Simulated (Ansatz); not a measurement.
GaN (wurtzite), relaxed with PBE (Ansatz, a quantum-chemistry and plane-wave program, plane waves, PAW): a = b = 3.219 Å, c = 5.243 Å, α = β = 90.00°, γ = 120.00°.

| Property | Result |
|---|---|
| gap (eV) | 1.71 |
| ΔH_f (eV/atom) | -0.43 |
| B₀ by P(V) fit (GPa) | 172 |
| electron conductivity mass (mₑ) | 0.15 |

Question: The same phase is relaxed and computed with LDA in the same code. What are the cell and these values now?

Answer: a = 3.152 Å, b = 3.152 Å, c = 5.138 Å, α = 90.00°, β = 90.00°, γ = 120.00°.

gap (eV): 2.13
ΔH_f (eV/atom): -0.73
B₀ by P(V) fit (GPa): 202
electron conductivity mass (mₑ): 0.19

All cells were relaxed under the symmetry of their starts (and spin orders); stability against distortions was not tested throughout. Spin–orbit coupling is left out wherever it is not named.

Potentials: the earlier of the program's two PAW sets.

Ansatz is a plane-wave DFT program.

Formation energies count from the lowest solids of the elements computed at the same level, not from gases.
